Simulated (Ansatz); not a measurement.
Profile along the Cu–Cu line in Cu (fcc, Cu type)

Cu (fcc, Cu type), conventional cell a = 3.6297 Å, b = 3.6297 Å, c = 3.6297 Å, α = 90.00°, β = 90.00°, γ = 90.00°. The calculation uses the primitive cell of 1 atom, to which meshes and values per cell refer.

Fields along a shortest Cu–Cu line of a {110} plane (2.57 Å), from Cu to Cu, interpolated on the slice's grid (step about 0.1 Å). These are PBE (plane waves to 420 eV, PAW, scalar-relativistic; Ansatz, a program for electronic structure) values and carry that method's errors. k mesh 22×22×22. Near the nuclei the fields are pseudised (PAW); where an atom keeps semicore shells as valence, they peak there. Cu is run without spin polarisation. Cu was relaxed with its symmetry unable to fall.

```csv
distance from Cu (Å),valence electron density (e/Å³),electron localisation function
0.00,70.23,x
0.26,37.11,x
0.51,7.44,0.34
0.77,1.25,0.19
1.03,0.36,0.17
1.28,0.26,0.22
1.54,0.36,0.17
1.80,1.25,0.19
2.06,7.44,0.34
2.31,37.11,x
2.57,70.23,x
```

x: too close to a nucleus for the ELF to mean much.

Density on the Cu–Cu line (2.57 Å) at its midpoint: 0.26 e/Å³. ELF at that point: 0.22.
